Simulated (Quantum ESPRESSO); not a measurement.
## Mo2CuTa3TiGa (one composition in several site orders)

Simulated, not a measurement. The program is pw.x of Quantum ESPRESSO 7.5 (plane-wave density functional theory). The cell is made up: eight metal atoms on a hexagonal close-packed lattice, with elements, volume, strain and displacements drawn at random and not relaxed, so it may be unstable or far from any real phase. PseudoDojo standard norm-conserving files set the functional (PBE unless stated); there is no spin polarisation or spin-orbit coupling, the Fermi-Dirac width of 0.25 eV means electrons at about 2900 K, and the masses in the input are unused placeholders. The copper pseudopotential is less sure than most, with forces differing by about three percent and pressure by about two GPa from a second method on plain copper. Heavy elements are run without spin-orbit coupling, which real alloys of them have. A spin test at this wide smearing found no moment, but such smearing suppresses magnetism that the real alloy may have.

The runs put one composition on the sites in different orders. Cell, positions, cutoff, mesh and smearing stay as in the input of run 1; sites are counted in its order. Stress in the tables is positive in tension.

Input of run 1:

```
&control calculation='scf', pseudo_dir='./dojo.nc.sr.pbe.v0_5.standard.upf', outdir='./o', disk_io='minimal', tprnfor=.true., tstress=.true. /
&system ibrav=0, nat=8, ntyp=5, nbnd=72, ecutwfc=92.02030273, nosym=.true., tot_charge=0,
 occupations='smearing', smearing='fd', degauss=0.0183746611
/
&electrons conv_thr=1.470e-08, electron_maxstep=70, mixing_beta=0.5 /
ATOMIC_SPECIES
Cu 1.0 Cu.upf
Ga 1.0 Ga.upf
Mo 1.0 Mo.upf
Ta 1.0 Ta.upf
Ti 1.0 Ti.upf
CELL_PARAMETERS angstrom
-0.0175 5.1473 0.0113
2.8812 0.0002 4.6533
2.9973 -0.0204 -4.7268
ATOMIC_POSITIONS angstrom
Mo -0.1301 -0.0602 -0.0436
Cu 2.9935 0.0523 -0.0112
Ta 3.0196 1.4442 -2.4404
Ti 2.955 1.7172 2.4016
Mo 1.5606 2.6328 -0.1535
Ga 4.4174 2.6882 -0.1042
Ta 1.4543 4.1733 -2.3868
Ta 1.5634 4.2975 2.2844
K_POINTS automatic
5 5 5 1 1 1
```

```
run  elements on sites 1 to 8  free energy less that of run 1 (eV)  -TS (eV)  pressure (GPa)  stress xx (GPa)  stress yy (GPa)  stress zz (GPa)  stress yz (GPa)  stress xz (GPa)  stress xy (GPa)  iterations
  1   Mo Cu Ta Ti Mo Ga Ta Ta                                0.000    -1.814           -7.64             7.38             6.64             8.89             0.71             0.03            -1.03          21
  2   Ta Mo Ti Ta Ta Cu Ga Mo                               -0.410    -1.756           -8.32            10.55             9.79             4.62             1.11             0.41            -2.35          20
  3   Mo Ta Ga Ta Mo Ta Cu Ti                               -0.389    -1.718           -7.31            10.89             6.40             4.64             1.25             0.21             0.35          21
  4   Mo Ti Ta Mo Ta Ta Ga Cu                               -0.378    -1.737           -8.05            12.46             6.25             5.42             0.86            -0.33            -0.41          21
  5   Ga Ta Cu Ta Mo Mo Ti Ta                               -0.235    -1.774           -7.56             9.00             9.47             4.21             0.60            -1.02            -0.85          21
  6   Mo Ta Ga Mo Ta Ti Cu Ta                               -0.278    -1.794           -7.52             9.48             7.19             5.88             1.53             0.37            -0.33          20
```

Forces Fx Fy Fz (eV/Å):

```
site              run 1             run 2              run 3              run 4              run 5             run 6
   1    0.73 0.66 -0.07   0.44 0.03 -0.15     0.90 0.19 0.15    0.71 0.12 -0.04     1.27 0.52 0.56   0.87 0.15 -0.07
   2  -0.49 -0.10 -0.17  -0.63 0.39 -0.01   -0.70 0.26 -0.58    -0.57 0.10 0.23   -0.72 0.11 -1.17  -0.18 0.35 -0.23
   3     0.20 0.90 0.13    0.32 0.67 0.26   -0.19 0.84 -0.41    0.34 0.76 -0.69   -0.09 0.70 -0.08  -0.35 0.78 -0.30
   4   0.23 -0.32 -0.77  -0.32 0.21 -1.29   0.46 -0.33 -0.45   0.10 -0.28 -0.11  -0.20 -0.57 -0.31  0.11 -0.11 -0.46
   5    -0.42 0.16 0.62   0.21 -0.51 1.11   -0.28 -0.04 0.39   -0.66 -0.30 1.26   -0.04 -0.01 0.90  -0.75 -0.20 0.14
   6   -0.18 -0.95 0.14   0.00 -0.76 0.02    0.23 -0.80 0.93   0.22 -0.69 -0.36   -0.04 -0.45 0.02   0.36 -0.78 0.82
   7     0.80 0.28 0.09   0.69 0.45 -0.30     0.20 0.47 0.16    0.17 0.52 -0.04     0.83 0.31 0.28    0.28 0.52 0.08
   8   -0.87 -0.63 0.04  -0.71 -0.47 0.36  -0.61 -0.57 -0.19  -0.31 -0.22 -0.24  -1.01 -0.61 -0.22  -0.35 -0.71 0.02
```

The sites are displaced and not relaxed, so the energy differences mix bonding between neighbours with strain and are not ordering energies. A rerun of one cell of this series at a higher cutoff and on a denser mesh moved values by no more than 0.003 eV in energy, 0.02 GPa in stress and 0.003 eV/Å in force, and a second program with other atomic files agreed on that cell to 2 % rms in force and 0.5 GPa in pressure.